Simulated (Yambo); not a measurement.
Yambo run on FeSi (space group P2_13, No. 198). The wavefunctions come from this Quantum ESPRESSO step (PBEsol, PseudoDojo standard norm-conserving files, scalar-relativistic):

```
&CONTROL
  calculation = 'nscf'
  pseudo_dir = './pseudo'
  outdir = './out'
/
&SYSTEM
  ibrav = 0
  nat = 8
  ntyp = 2
  ecutwfc = 90.0
  ecutrho = 360.0
  occupations = 'fixed'
  force_symmorphic = .true.
  nbnd = 148
/
&ELECTRONS
  conv_thr = 8e-09
  diago_full_acc = .true.
  diago_thr_init = 1e-08
/
ATOMIC_SPECIES
Si 28.0850 Si.upf
Fe 55.8450 Fe.upf
CELL_PARAMETERS angstrom
  4.402210000000   0.000000000000   0.000000000000
  0.000000000000   4.402210000000   0.000000000000
  0.000000000000   0.000000000000   4.402210000000
ATOMIC_POSITIONS crystal
Si   0.158700000000   0.341300000000   0.658700000000
Si   0.341300000000   0.658700000000   0.158700000000
Si   0.658700000000   0.158700000000   0.341300000000
Si   0.841300000000   0.841300000000   0.841300000000
Fe   0.863090000000   0.636910000000   0.363090000000
Fe   0.636910000000   0.363090000000   0.863090000000
Fe   0.363090000000   0.863090000000   0.636910000000
Fe   0.136910000000   0.136910000000   0.136910000000
K_POINTS automatic
4 4 4 0 0 0
```

Yambo input:

```
rim_cut
gw0
dyson
el_el_corr
HF_and_locXC
ppa
em1d
RandQpts= 1000000
RandGvec= 1 Ry
EXXRLvcs= 90 Ry
VXCRLvcs= 360 Ry
Chimod= "HARTREE"
% BndsRnXp
 17 | 146 |
%
NGsBlkXp= 7 Ry
% LongDrXp
 1.0 | 1.0 | 1.0 |
%
PPAPntXp= 27.2114 eV
% GbndRnge
 1 | 146 |
%
GTermKind= "BG"
DysSolver= "n"
ExtendOut
% QPkrange
 1 | 1 | 40 | 41 |
 3 | 3 | 40 | 41 |
 4 | 4 | 40 | 41 |
 6 | 6 | 40 | 41 |
 10 | 10 | 40 | 41 |
%
```

k points by index: 1 = Γ, 3 = X, 4 = (0, 0.25, 0.25), 6 = M, 10 = R.

The o-*.qp file then holds:

```
#    K-point    Band    Eo [eV]    E [eV]    E-Eo [eV]    Vxc [eV]    Vnlxc [eV]    Sc|Eo [eV]    Sc|E [eV]    dSc/dw|Eo [eV]    Re(Z)    Im(Z)
#
    1    40    -0.021594    0.735874    0.757468    -27.50547    -31.30776    4.879852    4.559752    -11.50132    0.702901    -0.001905
    1    41    0.687600    1.418421    0.730821    -26.59660    -22.90481    -2.662030    -2.960977    -11.12968    0.709714    -0.001910
    3    40    0.000000    0.718221    0.718221    -26.66283    -28.27249    2.622195    2.327887    -11.15157    0.709309    -0.001850
    3    41    0.190215    0.928425    0.738210    -26.39710    -24.28567    -1.072197    -1.373213    -11.09531    0.710351    -0.001847
    4    40    -0.025434    0.638033    0.663467    -25.74219    -28.13691    3.323444    3.058185    -10.88084    0.714351    -0.001825
    4    41    0.146468    0.920541    0.774073    -27.00044    -24.21043    -1.694183    -2.015931    -11.30976    0.706396    -0.001874
    6    40    -0.352466    0.375704    0.728170    -26.61131    -30.31933    4.741445    4.436186    -11.40952    0.704571    -0.001947
    6    41    0.650423    1.313103    0.662680    -25.31953    -21.72921    -2.665578    -2.927645    -10.75979    0.716628    -0.001837
    10    40    -0.671505    0.027528    0.699032    -26.06586    -29.42016    4.339883    4.053337    -11.15664    0.709214    -0.002107
    10    41    0.486874    1.234045    0.747170    -26.65901    -22.82363    -2.780584    -3.088208    -11.20209    0.708376    -0.001917
```
(The two width columns are left out.) Convergence of these settings isn't established.

Geometry of the Materials Project entry, not relaxed at this level.

The runs are not spin-polarised; magnetic order was not tried.
